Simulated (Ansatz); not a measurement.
MgS (rock salt, space group No. 225) under volume change, LDA (plane waves, PAW; program Ansatz), scaled uniformly.

```csv
V (Å³/atom),E − E(relaxed) (meV/atom),P (GPa)
15.349,41.7,9.52
15.855,17.5,5.85
16.361,4.2,2.70
16.866,0.0,0.01
17.372,3.7,-2.31
17.878,14.3,-4.30
18.384,30.6,-6.01
```

Question: What does a third-order Birch–Murnaghan fit give for V₀, B₀ and B′?

Answer: V₀ = 16.87 Å³/atom, B₀ = 83.2 GPa, B′ = 4.1.

Space group Fm-3m (rock salt). The LDA relaxation kept the symmetry of its start; phonons on a q-mesh show no instability.

Potentials: the later of the program's two PAW sets.
